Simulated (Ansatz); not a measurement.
BaNiF6:
```
CELL_PARAMETERS angstrom
      3.65992     2.11306     2.32180
     -3.65992     2.11306     2.32180
      0.00000    -4.22611     2.32180
ATOMIC_POSITIONS crystal
  Ba 0.50000 0.50000 0.50000
  Ni 0.00000 0.00000 0.00000
  F  0.73563 0.73563 0.07337
  F  0.26437 0.26437 0.92663
  F  0.07337 0.73563 0.73563
  F  0.92663 0.26437 0.26437
  F  0.73563 0.07337 0.73563
  F  0.26437 0.92663 0.26437
```

Relaxed with r²SCAN. Special points in fractions of this cell's reciprocal vectors: Γ (0.000, 0.000, 0.000); L (0.500, 0.000, 0.000); T (0.500, -0.500, 0.500); P0 (0.368, -0.632, 0.368); P2 (0.368, 0.368, 0.368); F (0.500, -0.500, 0.000).

List the band energies nearest the valence-band maximum at these points for DFT-r²SCAN with spin–orbit coupling in the program Ansatz with PAW potentials.

In eV from the valence-band maximum; about four levels below and three above (degenerate sets whole), none deeper than 8.9 eV; points with the same levels are listed once.

```json
[
 {"k": "Γ", "below": "-0.41 -0.41 -0.20 -0.20", "above": "2.19 2.19 2.20 2.20"},
 {"k": "L", "below": "-0.31 -0.31 -0.12 -0.12", "above": "2.43 2.43 2.58 2.58"},
 {"k": "T", "below": "-0.18 -0.18 -0.12 -0.12", "above": "2.31 2.31 2.34 2.34"},
 {"k": "P0", "below": "-0.21 -0.21 -0.16 -0.16", "above": "2.45 2.45 2.47 2.47"},
 {"k": "F", "below": "-0.45 -0.45 0.00 0.00", "above": "2.22 2.22 2.56 2.56"}
]
```

Space group R-3m. The first step of the workflow began from a Materials Project structure, measured or hypothetical; the Crystallography Open Database copy checked does not list it. Its standing as an ambient phase is unchecked. The cell was relaxed with r²SCAN under the symmetry of its start; its stability against distortions is not shown here. The run is not spin-polarised. No Hubbard U is applied.

Potentials: the later of the program's two PAW sets.
